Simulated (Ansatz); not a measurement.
# Structures of Rb2Li: which is lowest?

Plane-wave DFT in Ansatz with scalar-relativistic PAW potentials, cutoff 420 eV, Γ-centred meshes chosen by cell and gap, Gaussian smearing with energies taken to zero width. Every cell was relaxed (cell and atoms) in a run of its own, within the symmetry of its start. Functional: PBE.

Relaxed structures (starts from databases or built by putting these elements on another compound's sites):
A. I4/mmm, 3 atoms in the computed cell, a = 4.822 Å, c = 16.995 Å; sites (symmetry × multiplicity) Rb 4mm × 4, Li 4/mmm × 2; start: built
B. Fd-3m, 6 atoms in the computed cell, a = 11.954 Å; sites (symmetry × multiplicity) Rb .-3m × 16, Li -43m × 8; start: built

Question: Rank them by energy. Could pressure change the order?

Answer:
| structure | group | E − E(lowest) (meV/atom) | V (Å³/atom) | gap on mesh (eV) |
| --- | --- | --- | --- | --- |
| A | I4/mmm | 0.0 | 65.87 | 0.00 |
| B | Fd-3m | 180 | 71.18 | 0.00 |

A is lowest, 180 meV/atom under B. The lowest is also the densest of these, so pressure wouldn't bring one of the others in at first order. Other structures may lie lower than all of these, and vibrations aren't counted.